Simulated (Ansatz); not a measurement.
Mg₃TiNO₃ in space group P4/mmm (No. 123; Pearson symbol tP8) under volume change, the program Ansatz at the PBEsol level (PAW), shape and atoms relaxed at each volume.

```json
[
 {"V (Å³/atom)": "8.544", "E − E(relaxed) (meV/atom)": "___", "P (GPa)": "___"},
 {"V (Å³/atom)": "8.826", "E − E(relaxed) (meV/atom)": "21.8", "P (GPa)": "13.08"},
 {"V (Å³/atom)": "9.108", "E − E(relaxed) (meV/atom)": "5.2", "P (GPa)": "6.02"},
 {"V (Å³/atom)": "9.389", "E − E(relaxed) (meV/atom)": "0.0", "P (GPa)": "0.00"},
 {"V (Å³/atom)": "9.671", "E − E(relaxed) (meV/atom)": "___", "P (GPa)": "___"},
 {"V (Å³/atom)": "9.953", "E − E(relaxed) (meV/atom)": "17.5", "P (GPa)": "-9.47"},
 {"V (Å³/atom)": "10.234", "E − E(relaxed) (meV/atom)": "37.5", "P (GPa)": "-13.14"}
]
```

Q: What belongs in the gaps?

A: 
- 8.544, E − E(relaxed) (meV/atom): 51.9
- 8.544, P (GPa): 21.36
- 9.671, E − E(relaxed) (meV/atom): 4.6
- 9.671, P (GPa): -5.12

Q: What does a third-order Birch–Murnaghan fit give for V₀, B₀ and B′?

A: V₀ = 9.39 Å³/atom, B₀ = 184 GPa, B′ = 4.4.

The start of the workflow was typed in or built on a structure type; neither database checked (COD, Materials Project) lists it. Whether it is the stable phase at ambient conditions was not checked. The cell was relaxed with PBEsol under the symmetry of its start; its stability against distortions is not shown here. The workflow began spin-polarised and lost its moments.

Potentials: the earlier of the program's two PAW sets. The files were generated under PBE; for other functionals the program regenerates the frozen cores, and for LDA and PBEsol the local potential too.
